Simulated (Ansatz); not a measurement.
Values for one crystal, relaxed and computed with plane-wave PAW r²SCAN (Ansatz code); other levels are named.

```yaml
volume_per_atom: 11.10 Å³
electronic_character: metallic (no gap)
Formation energy from the elements (no fitted shifts): -213 kJ/mol-atom
Pressure derivative B′: 3.5
Bulk modulus (Birch–Murnaghan fit): 138 GPa
Density of states at the Fermi level: 0.51 states/eV per atom (mean over ±0.08 eV)
Gap with spin–orbit coupling: none (metallic)
```

Question: Which of these materials gives this?
A. SnO, zinc blende
B. LaN, CsCl type
C. LaAlHO2, P4/mmm (La on 1d, Al on 1a, O on 2f, H on 1b)
D. AlBRu3, cubic perovskite

Answer: C, LaAlHO2, P4/mmm (La on 1d, Al on 1a, O on 2f, H on 1b)

The start of the workflow was typed in or built on a structure type; neither database checked (COD, Materials Project) lists it. Whether it is the stable phase at ambient conditions was not checked. The cell was relaxed with r²SCAN under the symmetry of its start; its stability against distortions is not shown here. With an odd number of electrons in the cell and no spin polarisation, the count alone makes it a metal. The references are the lowest solids computed at this level, not always the standard phases (solids in place of the gases). Spin–orbit coupling is left out wherever it is not named.

Potentials: the earlier of the program's two PAW sets.
